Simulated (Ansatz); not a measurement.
Structures of Sr₂I: which is lowest?

Plane-wave DFT in Ansatz with scalar-relativistic PAW potentials, cutoff 420 eV, Γ-centred meshes chosen by cell and gap, Gaussian smearing with energies taken to zero width. Every cell was relaxed (cell and atoms) in a run of its own, within the symmetry of its start. Functional: PBE.

Relaxed structures (starts from databases or built by putting these elements on another compound's sites):
A. Fm-3m, 3 atoms in the computed cell, a = 8.339 Å; sites (symmetry × multiplicity) Sr -43m × 8, I m-3m × 4; start: built
B. Pnnm, 6 atoms in the computed cell, a = 7.571 Å, b = 8.999 Å, c = 4.273 Å; sites (symmetry × multiplicity) Sr ..m × 4, I ..2/m × 2; start: built
C. P6/mmm, 3 atoms in the computed cell, a = 6.638 Å, c = 4.074 Å; sites (symmetry × multiplicity) Sr -6m2 × 2, I 6/mmm × 1; start: built

**Question.** Rank them by energy. Could pressure change the order?

**Answer.**
| structure | group | E − E(lowest) (meV/atom) | V (Å³/atom) | gap on mesh (eV) |
| --- | --- | --- | --- | --- |
| B | Pnnm | 0.0 | 48.52 | 0.00 |
| A | Fm-3m | 272 | 48.32 | 0.00 |
| C | P6/mmm | 434 | 51.82 | 0.00 |

B is lowest, 272 meV/atom under A. The two lowest differ in volume by under 3 %, too little for a first-order estimate of what pressure does to that pair (other pairs aren't weighed here); with rigid cells even 3 % in favour of the higher one would need about 30 GPa. Other structures may lie lower than all of these, and vibrations aren't counted.

Spin-orbit coupling is left out, which matters for the bands of heavy elements. Spin polarisation was left out, and a magnetic state may lie lower.